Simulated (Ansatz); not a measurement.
**Re (hcp)**

The computed numbers are results of PBE with spin–orbit coupling (two-component spinors) in the plane-wave PAW code Ansatz at 420 eV, Γ-centred 18×18×10 mesh, 0.05 eV Gaussian smearing. The datasets are Ansatz's generated set soft_2.

```
Re
1.0
     2.77747    0.00000    0.00000
    -1.38874    2.40536    0.00000
     0.00000    0.00000    4.48249
Re
2
Direct
  0.33333 0.66667 0.75000
  0.66667 0.33333 0.25000
```

The cell is relaxed to zero pressure at this level.

* Space group: P6_3/mmc (No. 194)
* Volume: 14.97 Å³/atom
* Band gap: zero (metallic)
* Magnetic state: non-magnetic
* Site spin moments: none

Problem. What does PBE+SOC give for the density of states at the Fermi level?

Solution. 0.63 states/(eV·atom).

**What was measured.** A cell as deposited of hexagonal Re (space group P6_3/mmc), temperature not stated, from the Crystallography Open Database (1963), has a, c = 2.761, 4.458 Å and 14.71 Å³/atom.

**Comparison.** The computed cell (2.777, 4.482 Å, 14.97 Å³/atom) differs from the database's by +1.8 % in volume, about +0.6 % in length. PBE usually overestimates volumes by a few per cent.
